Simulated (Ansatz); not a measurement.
FeNi (L1₀ or tetragonal B2, P4/mmm) at seven volumes, r²SCAN (plane waves, PAW; program Ansatz), shape and atoms relaxed at each. One row is withheld.

| V (Å³/atom) | P (GPa) |
|---|---|
| 10.157 | 22.78 |
| 10.492 | ? |
| 10.826 | 6.33 |
| 11.161 | -0.01 |
| 11.496 | -5.55 |
| 11.831 | -10.23 |
| 12.166 | -14.11 |

### Question
Fit the shown pressures and predict the withheld one.

### Answer
Third-order Birch–Murnaghan: P = (3/2)B₀(x^(7/2) − x^(5/2))[1 + (3/4)(B′ − 4)(x − 1)] with x = (V₀/V)^(2/3). Least squares on the six rows gives V₀ = 11.157 Å³/atom, B₀ = 197.4 GPa, B′ = 4.38. At V = 10.492, x = 1.0418 and P = 13.88 GPa. The run itself gave 13.74 GPa.

The workflow started from a Materials Project entry (that database holds measured and hypothetical structures alike); the Crystallography Open Database files this formula in space group No. 123, but the cells were not matched. Whether it is the stable phase at ambient conditions was not checked. The cell was relaxed with r²SCAN under the symmetry of its start; its stability against distortions is not shown here. The final state is ferromagnetic, chosen from 5 collinear starts compared on coarse meshes (ties went to the first, and starts can fall back to one state), not a proven ground state. Other orbital occupations within this spin state were not tried.

Potentials: the later of the program's two PAW sets.
